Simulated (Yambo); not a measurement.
**IrCl3 monolayer: lowest vertical excitons**

```xyz
8
Lattice="6.0386 0.0000 0.0000 -3.0193 5.2296 0.0000 0.0000 0.0000 15.6000" Properties=species:S:1:pos:R:3 pbc="T T T"
Cl     2.1265     3.4864     1.2744
Cl     4.9754     1.6448     1.2744
Cl     1.9560     0.0984     1.2744
Cl     3.9121     3.4864    -1.2744
Cl     4.0826     0.0984    -1.2744
Cl     1.0633     1.6448    -1.2744
Ir     0.0000     0.0000     0.0000
Ir     3.0193     1.7432     0.0000
```

The layer was cut from Materials Project entry mp-27666 and relaxed with PBEsol in a cell 15.6 Å high, with the Coulomb interaction truncated along z.

BSE in Yambo on PBEsol (pw.x of Quantum ESPRESSO, ONCV potentials, scalar-relativistic) bands: 6×6×1 mesh, 20 valence and 12 conduction bands, static screening with 131 bands and a 3 Ry block, scissor 2.28 eV, Tamm-Dancoff, stochastic integration of W near q = 0; field along x.

```
state  energy (eV)  states within 2 meV  relative strength  class    main transitions
-----  -----------  -------------------  -----------------  -----  ------------------
1             2.08                    2             < 0.01   dark  several band pairs
2             2.09                    1             < 0.01   dark  several band pairs
3             2.14                    2               1.00   weak  several band pairs
4             2.16                    1             < 0.01   dark  several band pairs
5             2.62                    1             < 0.01   dark  several band pairs
6             2.64                    2             < 0.01   dark  several band pairs
7             2.64                    2             < 0.01   dark  several band pairs
8             2.65                    1             < 0.01   dark  several band pairs
9             2.98                    1               0.04   weak  several band pairs
10            2.99                    2               0.10   weak  several band pairs
```

These are vertical excitations (zero momentum). The direct quasiparticle gap on this mesh is 4.35 eV; counted from there, state 1 is bound by 2.26 eV. Convergence with the mesh was not shown.

Spin singlets only. Strengths are relative to the strongest of the lowest states of this run; strong means a line over 3 % of the spectrum's maximum, dark under 0.03 %. Absolute energies carry the error of the G0W0 scissor, whose convergence isn't established.

Spin-orbit coupling is left out, which matters for elements this heavy: edges can move by tenths of an eV.

This is a model layer cut from the bulk structure; whether it is stable on its own was not checked.
